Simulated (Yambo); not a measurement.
```xyz
10
Lattice="0.0000 5.6375 5.6375 5.6375 0.0000 5.6375 5.6375 5.6375 0.0000" Properties=species:S:1:pos:R:3 pbc="T T T"
Na     5.6375     5.6375     5.6375
Sc     0.0000     0.0000     0.0000
Br     2.6703     5.6375     5.6375
Br     8.6047     5.6375     5.6375
Br     5.6375     2.6703     5.6375
Br     5.6375     8.6047     5.6375
Br     5.6375     5.6375     2.6703
Br     5.6375     5.6375     8.6047
Cs     8.4563     8.4563     8.4563
Cs     2.8188     2.8188     2.8188
```

Response from Yambo on PBEsol (pw.x of Quantum ESPRESSO, ONCV potentials, no spin-orbit coupling) bands: 2×2×2 mesh, 249 bands, 3 Ry local-field block, 0.2 eV broadening.

Task: Give the static electronic dielectric constant without and with local fields.

Result: 
```json
[
 {"field along": "x", "ε(0), independent particles": "3.86", "ε(0), RPA with local fields": "3.17", "refractive index √ε": "1.78"}
]
```
Electronic (clamped-ion) response only. PBEsol gaps are usually too small, which raises these values. Convergence of the RPA response with its 2×2×2 mesh was not tested.

Geometry of the Materials Project entry, not relaxed at this level.

The structure is a Materials Project entry; no match was found in the copy of COD used, and its stability was not checked.
